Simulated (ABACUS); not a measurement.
A self-consistent single point of P (Cm, 4 atoms in the cell; from Materials Project mp-157, changed as shown).

```xyz
4
Lattice="1.6477 -5.4650 0.0000 1.6477 5.4650 0.0000 0.0000 0.0000 4.5436" Properties=species:S:1:pos:R:3 pbc="T T T"
P      1.6477     1.0478     4.1401
P      1.6477    -1.0478     0.4036
P      1.6477     4.4173     1.7183
P      1.6477    -4.4173     2.6754
```

Computed with PBEsol, PseudoDojo 0.4 standard norm-conserving PBEsol (tails mended) pseudopotentials (plane waves; ABACUS).

ABACUS settings:

```
setting                                                                  value
---------------  -------------------------------------------------------------
KPT                                                          Gamma 8 8 6 0 0 0
basis_type                                                                  pw
ecutwfc                                                                  44 Ry
smearing_method                                                       gaussian
smearing_sigma                                                   0.00734986 Ry
potentials       PseudoDojo 0.4 standard norm-conserving PBEsol (tails mended)
symmetry                                                                     1
symmetry_prec                                                            1e-05
ks_solver                                                                   cg
scf_nmax                                                                   100
scf_thr                                                             1.0e-09 Ry
mixing_type                                                            broyden
mixing_beta                                                                0.4
```

Results:

Number of valence electrons: 20
Number of bands: 20
Number of k-points after the program's reduction: 114
Number of plane waves (most at a k-point): 2758
Number of SCF iterations: 11
FFT grid: 45 × 45 × 40
Free energy E − TS: -753.0471 eV
Pressure: 1.39 GPa
Largest force (vector length): 2.465 eV/Å

Forces (eV/Å):
```csv
atom,Fx,Fy,Fz
P1,0.000,-0.048,0.001
P2,0.000,0.061,-2.043
P3,0.000,0.023,2.465
P4,0.000,-0.036,-0.423
```

Stress (GPa, positive for compression):
```
 1.89   0.00   0.00
 0.00  -1.47  -1.70
 0.00  -1.70   3.75
```

For comparison: a first run was changed to give this one (atom 3 moved by -0.15 angstrom along z), and from it to this one the free energy rises by 50.4 meV/atom, the pressure goes from -0.64 to 1.39 GPa and the largest force goes from 0.297 to 2.465 eV/Å.

Forces above 1 eV/Å remain at this geometry. The structure comes from a collection of computed structures, made at another level of theory; the collection holds predicted forms beside known ones. No clean gap shows at this smearing width and mesh (spacing up to 0.25 Å⁻¹); the mesh is coarse for partly filled bands, so the values carry mesh errors.

Cost on one core: around 6 core-minutes (rough).

“Tails mended”: in these copies of the files the far tail of each local potential was reset to the Coulomb form.
